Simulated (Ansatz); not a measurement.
Does relaxation matter for the field gradients of SiC with vanadium replacing C?

Start: a supercell of SiC (wurtzite type, P6_3mc) built from a COD entry, with all atoms left at the host's positions.

```
CELL_PARAMETERS angstrom
6.15200 0.00000 0.00000
-4.61400 7.99168 0.00000
0.00000 0.00000 10.09600
ATOMIC_POSITIONS crystal
Si 0.16667 0.22222 0.00000
Si 0.16667 0.22222 0.50000
Si 0.16667 0.55556 0.00000
Si 0.16667 0.55556 0.50000
Si 0.16667 0.88889 0.00000
Si 0.16667 0.88889 0.50000
Si 0.66667 0.22222 0.00000
Si 0.66667 0.22222 0.50000
Si 0.66667 0.55556 0.00000
Si 0.66667 0.55556 0.50000
Si 0.66667 0.88889 0.00000
Si 0.66667 0.88889 0.50000
Si 0.33333 0.11111 0.25000
Si 0.33333 0.11111 0.75000
Si 0.33333 0.44444 0.25000
Si 0.33333 0.44444 0.75000
Si 0.33333 0.77778 0.25000
Si 0.33333 0.77778 0.75000
Si 0.83333 0.11111 0.25000
Si 0.83333 0.11111 0.75000
Si 0.83333 0.44444 0.25000
Si 0.83333 0.44444 0.75000
Si 0.83333 0.77778 0.25000
Si 0.83333 0.77778 0.75000
V 0.16667 0.22222 0.19250
C 0.16667 0.22222 0.69250
C 0.16667 0.55556 0.19250
C 0.16667 0.55556 0.69250
C 0.16667 0.88889 0.19250
C 0.16667 0.88889 0.69250
C 0.66667 0.22222 0.19250
C 0.66667 0.22222 0.69250
C 0.66667 0.55556 0.19250
C 0.66667 0.55556 0.69250
C 0.66667 0.88889 0.19250
C 0.66667 0.88889 0.69250
C 0.33333 0.11111 0.44250
C 0.33333 0.11111 0.94250
C 0.33333 0.44444 0.44250
C 0.33333 0.44444 0.94250
C 0.33333 0.77778 0.44250
C 0.33333 0.77778 0.94250
C 0.83333 0.11111 0.44250
C 0.83333 0.11111 0.94250
C 0.83333 0.44444 0.44250
C 0.83333 0.44444 0.94250
C 0.83333 0.77778 0.44250
C 0.83333 0.77778 0.94250
```

Atom numbers follow the list; atoms alike are taken as one site, whose name carries the number of the first.

Computed with Ansatz: DFT, PBE, plane waves and PAW, scalar-relativistic, collinear spin, 420 eV cutoff, Γ-centred 4×3×2 k-points, Fermi–Dirac smearing 0.01 eV. Start moments as typed (μB): 1 on each V, none on the rest.

The largest force at the start is 12 eV/Å. Relaxing the ions at fixed cell moves them by 1.108 Å at most (atom 19, Si) and 0.229 Å rms.

```csv
site,atom,moved (Å),first shell before,first shell after,V_zz before (10²¹ V/m²),η before
Si1,1,0.117,"3 C at 1.87 Å, 1 V at 1.94 Å","3 C at 1.87–1.92 Å, 1 V at 2.30 Å",-4.77,0.01
Si4,4,0.069,4 C at 1.87–1.94 Å,4 C at 1.86–1.89 Å,1.64,0.12
Si8,8,0.082,4 C at 1.87–1.94 Å,4 C at 1.86–1.90 Å,1.64,0.24
Si10,10,0.105,4 C at 1.87–1.94 Å,4 C at 1.86–1.89 Å,1.65,0.13
Si12,12,0.071,4 C at 1.87–1.94 Å,4 C at 1.87–1.92 Å,1.65,0.15
Si13,13,0.251,"3 C at 1.87–1.94 Å, 1 V at 1.87 Å","3 C at 1.95–1.98 Å, 1 V at 2.43 Å, 1 Si at 2.51 Å",-2.33,0.74
Si14,14,0.038,4 C at 1.87–1.94 Å,4 C at 1.87–1.89 Å,1.82,0.04
Si15,15,0.254,"1 V at 1.87 Å, 3 C at 1.87–1.94 Å","3 C at 1.84–1.92 Å, 1 V at 2.26 Å",-4.45,0.55
Si16,16,0.064,4 C at 1.87–1.94 Å,4 C at 1.87–1.89 Å,1.75,0.03
Si17,17,0.128,4 C at 1.87–1.94 Å,"4 C at 1.91–1.92 Å, 1 Si at 2.39 Å",1.25,0.65
Si19,19,1.108,"3 C at 1.87–1.94 Å, 1 V at 1.87 Å","3 C at 1.86–1.89 Å, 1 V at 2.26 Å, 2 Si at 2.39–2.51 Å; also 3 C at 2.67–2.71 Å, 2 Si at 2.72 Å",-2.83,0.61
Si20,20,0.041,4 C at 1.87–1.94 Å,4 C at 1.88–1.89 Å,1.76,0.04
Si21,21,0.047,4 C at 1.87–1.94 Å,4 C at 1.87–1.89 Å,1.49,0.17
V,25,0.936,4 Si at 1.87–1.94 Å,"4 Si at 2.26–2.43 Å, 5 C at 2.26–2.84 Å; also 1 Si at 2.80 Å",-2.44,0.85
C31,31,0.130,4 Si at 1.87–1.94 Å,"4 Si at 1.88–1.95 Å, 1 V at 2.26 Å",1.90,0.15
C41,41,0.055,4 Si at 1.87–1.94 Å,4 Si at 1.88–1.91 Å,0.21,0.04
```

(1) How do the gradients change?

Answers

(1) 

| site | atom | V_zz after | η after | change of V_zz |
| --- | --- | --- | --- | --- |
| Si1 | 1 | -3.99 | 0.59 | +0.78 |
| Si4 | 4 | 0.41 | 0.05 | – |
| Si8 | 8 | 1.17 | 0.69 | – |
| Si10 | 10 | 0.52 | 0.38 | – |
| Si12 | 12 | 1.48 | 0.75 | – |
| Si13 | 13 | -4.06 | 0.23 | -1.73 |
| Si14 | 14 | 0.40 | 0.19 | – |
| Si15 | 15 | 4.33 | 0.87 | – |
| Si16 | 16 | -0.43 | 0.69 | – |
| Si17 | 17 | 1.10 | 0.51 | – |
| Si19 | 19 | -4.02 | 0.09 | -1.19 |
| Si20 | 20 | 0.62 | 0.69 | -1.14 |
| Si21 | 21 | -0.73 | 0.83 | – |
| V | 25 | 6.72 | 0.96 | – |
| C31 | 31 | -0.53 | 0.53 | – |
| C41 | 41 | 0.39 | 0.94 | +0.18 |

The largest change of V_zz along a kept axis is on Si13, from -2.33 to -4.06. The whole tensor moves most on V, by 6.89 along its most changed direction. In per cent, |V_zz| changes by -16 to +74 on Si (all sites that start above 2, bar those whose gradient vanishes or changes sign or whose main axis turns by over 40°). Where |V_zz| stays above 0.1 and the axes keep their order, η moves most on C41, from 0.04 to 0.94. On Si19, Si13, C40, C32, C34, C30 (not all in the table) V_xx and V_yy change places (or their axes turn by over 50°), so the two values of η hide a larger change. V_zz changes sign on C40 (axis turned by 34°) (not in the table). On Si15, V, C31, Si14, Si16, Si12, Si10, Si8 and 17 more sites (not all in the table) the largest principal value lies along another axis in the second run, so the two V_zz can't be compared directly. The table leaves out 32 of the 48 sites, with |V_zz| up to 1.90; their tensors move by 1.69 at most along any direction. The statements above cover all sites. The electronic state changes along with the positions (absolute moment from 2.6 to 2.3 μB), so the changes aren't those of geometry alone. The host's own positions weren't relaxed first, so part of the change far from the defect can be the host's relaxation.

The defect repeats with the cell of 48 atoms, so it feels its images: sites between two images don't show the values beside a lone defect, and zeros or small values of η there can come from the images' arrangement. C and Si carry a gradient in the pure host already, so the values there aren't the defect's effect alone. The defect cell has no gap above 0.1 eV on its mesh, so the values can hang on the smearing and the k-mesh.
Before: Forces reach 0.8 eV/Å even beyond 5.5 Å from the defect, so the host's positions may themselves be off equilibrium. The program didn't check the stability of this electronic state in full, so a lower one may lie near. The cell keeps the host's lattice, where the PBE pressure is 14 GPa. The neighbours have not yet relaxed around the defect (largest force 12 eV/Å), so the values at and beside it are those of a strained start, not of the defect in a real crystal.
After: The cell keeps the host's lattice, where the PBE pressure is 7 GPa.
